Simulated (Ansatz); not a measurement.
# Optical constants of CaBe

The calculation used Ansatz 0.2.0, DFT PBE, scalar-relativistic, plane waves, PAW. Settings: 420 eV plane-wave cutoff, Γ-centred 12×12×10 mesh, Fermi-Dirac smearing of 0.15 eV. No spin polarisation.

Equilibrium structure at this level:
```yaml
crystal:
  lattice:
    - [5.01017, 0.00000, 0.00000]
    - [-2.50509, 4.33893, 0.00000]
    - [0.00000, 0.00000, 4.16712]
  atoms:
    - { symbol: Ca, position: [0.33333, 0.66667, 0.25000] }
    - { symbol: Ca, position: [0.66667, 0.33333, 0.75000] }
    - { symbol: Be, position: [0.00000, 0.00000, 0.00000] }
    - { symbol: Be, position: [0.00000, 0.00000, 0.50000] }
```

The cell was built by swapping an element in a database structure (itself possibly hypothetical) and relaxing; it need not be the stable form of this composition. In a metal these results depend on the k mesh and the smearing.

Independent-particle response (no local fields, no excitons) on a 18×18×16 mesh, broadened by 0.1 eV; the Drude term is undamped and its weight carries the smearing above, which sets much of it in a semimetal. The run couldn't bound its error over part or most of this range, so small peaks and near ties are unsure. Light polarised along z. ε₁ lacks the small share of bands above those solved.

(1) Tabulate n, κ, the reflectivity and the absorption coefficient against photon energy.

(2) Where is the highest local maximum of ε₂ between 0.3 and 7 eV?

Answers

(1)
```tsv
E (eV)	n	κ	R	α (10⁵ cm⁻¹)
0.1	1.37	52.51	1.00	5.32
0.5	1.15	11.22	0.96	5.69
0.9	0.52	5.93	0.94	5.41
1.3	0.78	3.53	0.80	4.65
1.7	1.83	2.67	0.52	4.60
2.1	1.54	2.80	0.57	5.95
2.5	1.32	2.39	0.52	6.06
2.9	1.38	2.03	0.44	5.96
3.3	1.19	2.04	0.47	6.81
3.7	1.26	1.77	0.39	6.64
4.1	1.14	1.89	0.44	7.87
4.5	0.86	1.63	0.44	7.46
4.9	0.95	1.44	0.35	7.13
5.3	0.98	1.27	0.29	6.82
5.7	1.08	1.75	0.42	10.13
6.1	0.68	1.39	0.43	8.58
6.5	0.66	1.25	0.39	8.22
6.9	0.57	1.13	0.39	7.92
7.3	0.71	0.83	0.21	6.17
```

(2) At 1.8 eV, where ε₂ = 10.5.